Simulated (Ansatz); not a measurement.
Values for one crystal, relaxed and computed with the program Ansatz at the LDA level (PAW); other levels are named.

| Item | Result |
|---|---|
| Volume per atom | 21.57 Å³ |
| Band gap | 1.25 eV (direct) |
| Hole effective mass, band 1 of 3 at the edge | 0.55 along [100], 3.1 along [110], 1.2 along [111] (mₑ) |
| Electron effective mass | 0.090 mₑ (isotropic) |
| Zero-point energy | 29.7 meV/atom |
| Static dielectric constant ε0 (ions relaxed, cell fixed) | 10.1 |
| Bulk modulus (Birch–Murnaghan fit) | 716 kbar |

Question: Which compound is it?
A. ZnSe, zinc blende
B. MgO, rock salt
C. Mg2Si, fluorite or antifluorite type
D. SiO2, P3_121 (O on 6c, Si on 3a)

Answer: A, ZnSe, zinc blende

Space group F-43m (zinc blende). Symmetry was held in the LDA relaxation; phonons on a q-mesh show no instability. Scalar-relativistic: spin–orbit coupling is off unless named, which matters more the heavier the elements.

Potentials: the later of the program's two PAW sets.
